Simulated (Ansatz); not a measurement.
**ScBe4Al2B3, before and after**

The guess for ScBe4Al2B3 was made by a generator: random cell by space group and Wyckoff sites (P-6m2, No. 187). The dimensions are guesses.

start.xyz

```xyz
10
Lattice="4.3610 0.0000 0.0000 -2.1805 3.7767 0.0000 0.0000 0.0000 7.2414" Properties=species:S:1:pos:R:3 pbc="T T T"
Sc    2.1805    1.2589    0.0000
Be    0.0000    2.5178    5.4733
Be    0.0000    2.5178    1.7682
Be    0.0000    2.5178    0.0000
Be    0.0000    0.0000    3.6207
Al    0.0000    0.0000    0.0000
Al    0.0000    2.5178    3.6207
B     0.0000    0.0000    1.7806
B     0.0000    0.0000    5.4608
B     2.1805    1.2589    3.6207
```

Computed with Ansatz, DFT PBE, scalar-relativistic, plane waves, PAW. Cutoff 420 eV, Gaussian smearing, Γ-centred meshes. Cell and atoms relax first on a coarse mesh and then on a finer one. In between, the cell is made exact in the group found at 0.06 Å. In metals the finer mesh still leaves noise of several meV/atom or more. The steps can't lower the symmetry of their start. No spin polarisation in the relaxation; trial moments died out in a coarse test.

end.xyz

```xyz
10
Lattice="4.1321 0.0000 0.0000 -2.0661 3.5785 0.0000 0.0000 0.0000 8.6666" Properties=species:S:1:pos:R:3 pbc="T T T"
Sc    2.0661    1.1928    0.0000
Be    0.0000    2.3857    6.6800
Be    0.0000    2.3857    1.9866
Be    0.0000    2.3857    0.0000
Be    0.0000    0.0000    4.3333
Al    0.0000    0.0000    0.0000
Al    0.0000    2.3857    4.3333
B     0.0000    0.0000    2.3220
B     0.0000    0.0000    6.3446
B     2.0661    1.1928    4.3333
```

The symmetry stays P-6m2 (No. 187). The volume per atom grows by 7.4 %, from 11.9 to 12.8 Å³. The shortest distance goes from 1.77 Å (Be–Be) to 1.99 Å (Be–Be). The ratio c/a of the conventional cell changes by a factor of 1.26. The energy falls by about 0.44 eV/atom (the start's value is from the coarse mesh).

| Property | Result |
| --- | --- |
| Volume per atom | 12.82 Å³ |
| Density | 2.17 g/cm³ |
| Formation energy | +1.14 eV/atom |
| Gap on the 12×12×6 mesh of the 10-atom cell | 0 eV (a metal) |

Formation energies are uncorrected and refer to the elements' standard structures at the same level. The separate elements lie lower, so it is unstable against them.

The last run used Gaussian smearing of 0.10 eV. A structure relaxed within its symmetry needn't be a true minimum. In all, the 3 runs took 3.3 min on 1 thread of AMD EPYC 7R43 64-Core Processor (Zen 3), on a shared host.
